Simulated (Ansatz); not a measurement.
Is this MgCd2S3 structure a true minimum?

The structure comes from a generated guess, relaxed at this level; another structure or a mixture of phases may lie lower.

The calculation used DFT PBE, scalar-relativistic, plane waves, PAW (Ansatz 0.2.0). Plane waves to 420 eV, a k mesh through Γ of 12×12×4 on the computed 6-atom cell and Gaussian smearing (0.02 eV); no spin polarisation.

The cell below (6 atoms, space group P-3m1 (No. 164)) is relaxed within its symmetry.

```
CELL_PARAMETERS angstrom
3.82656 0.00000 0.00000
-1.91328 3.31390 0.00000
0.00000 0.00000 9.38086
ATOMIC_POSITIONS crystal
Mg 0.00000 0.00000 0.00000
Cd 0.33333 0.66667 0.32882
Cd 0.66667 0.33333 0.67118
S 0.00000 0.00000 0.50000
S 0.66667 0.33333 0.15588
S 0.33333 0.66667 0.84412
```

For the test a repeat of it with 12 atoms (edges 3.83, 3.83, 18.76 Å) was strained at random (σ = 1.5 % a component), the atoms were moved at random (σ = 0.15 Å), and all was relaxed again on a coarse 6×6×1 mesh (in the run’s order of axes) with 0.10 eV smearing, with no symmetry imposed.

Problem. Does it come back?

Solution. It returns, within 1 meV/atom of the unmoved cell on that mesh and with the same symmetry when read at 0.1 Å (Cm at 0.01 Å, so small strains and shifts remain). No instability shows in this cell; modes of other wave vectors, which need another repeat, aren't tested.
